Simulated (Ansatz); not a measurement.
A generated cell, not matched to a known phase here, of NbTe: I4₁md (No. 109), tI8; a = b = 3.669 Å, c = 12.494 Å, α = β = γ = 90.00°; Nb 4a (0.000, 0.000, 0.249); Te 4a (0.000, 0.000, 0.667). Calculation: PBEsol (plane waves to 420 eV, PAW, scalar-relativistic; Ansatz, an electronic-structure program). Element references, the lowest calculated here: Nb (Im-3m), Te (P3₁21).

Total energies (eV/atom, σ → 0; comparable only within this code, potentials and settings):

```tsv
phase	E (eV/atom)
NbTe (I4₁md)	-5698.681
Nb (Im-3m)	-4495.455
Te (P3₁21)	-6901.513
Nb3Te4 (P6₃/m)	-5870.843
```

Question: What is the formation energy of this I4₁md form of NbTe from the elements?

Answer: E_f = -5698.681 − [1 × (-4495.455) + 1 × (-6901.513)] / 2 = -0.20 eV/atom (-0.4 eV per formula unit).

Question: How does this cell stand against the other phases calculated?

Answer: It lies 0.24 eV/atom above their hull: NbTe → 0.25 Nb + 0.25 Nb3Te4 (Nb3Te4 P6₃/m, Nb Im-3m) releases that much. A lower structure of this composition may exist.

This is the hull of the energies calculated here, no anion corrections; phases that were not calculated are missing from it. Values are rounded to 0.01 eV/atom. Not shown to be the ambient phase of their composition (a lower form may be missing, and a cell relaxed within its start's symmetry can be a saddle point): NbTe (I4₁md). Spin-orbit coupling is missing from these energies, which matters for elements this heavy. The compounds carry no spin polarisation.
